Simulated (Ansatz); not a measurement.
A plane-wave DFT run in Ansatz 0.2.0 (scalar-relativistic PAW potentials unless the input names others): input and command.

```yaml
crystal:
  lattice:
    - [3.8123023665, 0.0, 0.0]
    - [0.0, 3.8123023665, 0.0]
    - [0.0, 0.0, 25.7392621383]
  atoms:
    - { symbol: Si, position: [0.5, 0.0, 0.3302347967] }
    - { symbol: Si, position: [0.0, 0.5, 0.3302347967] }
    - { symbol: Ni, position: [0.5, 0.5, 0.382600417] }
    - { symbol: Si, position: [0.0, 0.5, 0.4349660373] }
    - { symbol: Si, position: [0.5, 0.0, 0.4349660373] }
    - { symbol: Ni, position: [0.0, 0.0, 0.4865627829] }
    - { symbol: Si, position: [0.5, 0.0, 0.5364782688] }
    - { symbol: Si, position: [0.0, 0.5, 0.5421562022] }
    - { symbol: Ni, position: [0.5, 0.5, 0.5935977042] }
    - { symbol: C, position: [0.5, 0.0, 0.610275596] }
basis:
  ecutwfc: 420
  xc_grid: 3
kpoints:
  mp_grid: { grid: [8, 8, 1], shift: [0.5, 0.5, 0.0] }
hamiltonian:
  xc: pbesol
scf:
  occupations: { method: gaussian, width: 0.1 }
  n_extra_bands: 32
output:
  forces: true
  eigenvalues: true
efield:
  axis: 3
  dipole_correction: true
  ramp_width: 0.04
```

```bash
ansatz run input.yaml --threads 2 --pin off --max-ram 5120MiB --backend cpu --events-out ev --progress --plain --runs-dir out
```

Abridged log:
```
Basis set: ecut = 420 eV, 7287 PW (Γ), exchange–correlation on 81×81×540 points (27 copies of the dense FFT grid, shifted against one another)
Bands: 73, of which v1, the nominal top of the filled ones, is band 41 counted from 1 (40 counted from 0)
Symmetry: 4 space group operations
k-points: 16 of 64
SCF iter   1: F=—  HF=-21388.695994 eV  |F-HF|=—  |Δ(HF+E_count)|=         —  Δρ=1.45e-2  dr2=1.55e0  ethr=1.77e-3  p=-0.099 e·Å  D=-4.77e-2 V/Å  ΔV_dip=1.23 eV  dr2_dipole=3.70e-1  V_vac-E_F(+/−)=5.63/4.41 eV  ⟨swp⟩=8.9  Hψ=6736  notcnv=0  defer=236
efield: sawtooth ramp at fractional position 0.9503 (placed from the atoms, in the widest stretch of the axis that holds none; the zero of the levels goes with the place), width 0.0400; the density the first Hamiltonian is built on has a dipole p = -0.099 e·Å; the dipole correction subtracts the counter field D = -4.77e-2 V/Å, which shifts the + side's vacuum level by +1.23 eV against the − side's; the planar-averaged density in the ramp window peaks in size at 1.3e-5 e/Å³
SCF iter   2: F=—  HF=-21388.667619 eV  |F-HF|=—  |Δ(HF+E_count)|=   2.84e-2  Δρ=1.40e-2  dr2=4.68e-1  ethr=1.77e-3  p=-0.115 e·Å  D=-5.58e-2 V/Å  ΔV_dip=1.44 eV  dr2_dipole=1.34e-2  V_vac-E_F(+/−)=6.11/4.67 eV  ⟨swp⟩=2.7  Hψ=1758  notcnv=0  defer=402
SCF iter   3: F=—  HF=-21388.618985 eV  |F-HF|=—  |Δ(HF+E_count)|=   4.86e-2  Δρ=3.08e-3  dr2=5.51e-2  ethr=5.70e-4  p=-0.107 e·Å  D=-5.19e-2 V/Å  ΔV_dip=1.34 eV  dr2_dipole=1.34e-2  V_vac-E_F(+/−)=6.01/4.68 eV  ⟨swp⟩=2.0  Hψ=1197  notcnv=0  defer=402
SCF iter   4: F=—  HF=-21388.620693 eV  |F-HF|=—  |Δ(HF+E_count)|=   1.71e-3  Δρ=1.45e-3  dr2=1.03e-2  ethr=6.72e-5  p=-0.104 e·Å  D=-5.05e-2 V/Å  ΔV_dip=1.30 eV  dr2_dipole=2.15e-3  V_vac-E_F(+/−)=6.02/4.72 eV  ⟨swp⟩=1.9  Hψ=1191  notcnv=0  defer=402
SCF iter   5: F=—  HF=-21388.621308 eV  |F-HF|=—  |Δ(HF+E_count)|=   6.15e-4  Δρ=2.10e-4  dr2=1.45e-4  ethr=1.25e-5  p=-0.104 e·Å  D=-5.04e-2 V/Å  ΔV_dip=1.30 eV  dr2_dipole=4.21e-5  V_vac-E_F(+/−)=6.03/4.74 eV  ⟨swp⟩=1.8  Hψ=884  notcnv=0  defer=402
SCF iter   6: F=—  HF=-21388.622030 eV  |F-HF|=—  |Δ(HF+E_count)|=   7.22e-4  Δρ=2.01e-4  dr2=9.70e-5  ethr=1.77e-7  p=-0.104 e·Å  D=-5.01e-2 V/Å  ΔV_dip=1.29 eV  dr2_dipole=9.58e-8  V_vac-E_F(+/−)=6.03/4.74 eV  ⟨swp⟩=2.9  Hψ=1692  notcnv=0  defer=397
SCF iter   7: F=—  HF=-21388.621848 eV  |F-HF|=—  |Δ(HF+E_count)|=   1.82e-4  Δρ=7.05e-5  dr2=1.72e-5  ethr=1.18e-7  p=-0.103 e·Å  D=-5.00e-2 V/Å  ΔV_dip=1.29 eV  dr2_dipole=2.24e-6  V_vac-E_F(+/−)=6.03/4.74 eV  ⟨swp⟩=2.0  Hψ=1283  notcnv=0  defer=397
SCF iter   8: F=—  HF=-21388.621857 eV  |F-HF|=—  |Δ(HF+E_count)|=   8.30e-6  Δρ=2.37e-5  dr2=2.29e-6  ethr=2.09e-8  p=-0.103 e·Å  D=-5.00e-2 V/Å  ΔV_dip=1.29 eV  dr2_dipole=4.33e-7  V_vac-E_F(+/−)=6.03/4.74 eV  ⟨swp⟩=1.9  Hψ=1103  notcnv=0  defer=397
SCF iter   9: F=—  HF=-21388.621860 eV  |F-HF|=—  |Δ(HF+E_count)|=   3.10e-6  Δρ=9.07e-6  dr2=2.21e-7  ethr=2.79e-9  p=-0.103 e·Å  D=-4.99e-2 V/Å  ΔV_dip=1.29 eV  dr2_dipole=1.37e-8  V_vac-E_F(+/−)=6.03/4.74 eV  ⟨swp⟩=2.4  Hψ=1227  notcnv=0  defer=397
SCF iter  10: F=-21388.621860 eV  HF=-21388.621860 eV  |F-HF|=9.38e-8  |Δ(HF+E_count)|=   7.79e-8  Δρ=1.08e-6  dr2=4.94e-9  ethr=1.22e-10  p=-0.103 e·Å  D=-4.99e-2 V/Å  ΔV_dip=1.29 eV  dr2_dipole=1.34e-10  V_vac-E_F(+/−)=6.03/4.74 eV  ⟨swp⟩=19.8  Hψ=8723  notcnv=0
SCF 1 converged in 10 iterations: F = -21388.621860 eV  dr2 = 4.94e-9
SCF converged after 10 iterations
Free energy (F): -21388.621860 eV
Harris-Foulkes:  -21388.621860 eV  (|F-HF|=9.38e-8)
Internal energy: -21388.600966 eV  (E = F + TS)
E sigma→0 (E₀):  -21388.611413 eV
Entropy (-TS):   -0.020893 eV (-2.089 meV/atom)
Fermi energy:    0.723622 eV
Dipole field:    D = -0.049929 V/Å  (p = -0.103220 e·Å, saw-weighted, corrected)
Work function:   Φ+ = 6.0254 eV   Φ− = 4.7402 eV
Levels:          The Fermi level and band energies are counted from a zero that moves with the ramp; work functions are not
--- Forces (eV/Å), atoms counted from 1 ---
  atom   1  Si     0.00000000     0.00000000    -0.31662255
  atom   2  Si     0.00000000     0.00000000    -0.37464845
  atom   3  Ni     0.00000000     0.00000000     1.12703369
  atom   4  Si     0.00000000     0.00000000    -0.08765806
  atom   5  Si     0.00000000     0.00000000    -0.37654545
  atom   6  Ni     0.00000000     0.00000000     0.08625129
  atom   7  Si     0.00000000     0.00000000    -0.05453952
  atom   8  Si     0.00000000     0.00000000     0.03008245
  atom   9  Ni     0.00000000     0.00000000    -0.01660191
  atom  10  C      0.00000000     0.00000000    -0.01673491
```

Apart from outputs and the relaxation, which only the reference makes, the input differs from a reference run on usual settings in scf.n_extra_bands: not typed → 32; basis.xc_grid: not typed → 3; kpoints.mp_grid.shift: not typed → [0.5, 0.5, 0.0]. The reference, at the same geometry, ended its own course with largest force 1.076 eV/Å (on an atom or along a direction that it held fixed), no gap on the mesh. This run converged in 10 SCF iterations with an energy at zero smearing 4.85 meV/atom below the reference's, largest force 1.127 eV/Å, no gap on the mesh.

The run took 14 s on 2 threads of Intel(R) Xeon(R) Platinum 8488C (Sapphire Rapids) (shared host), peak memory 1 GiB.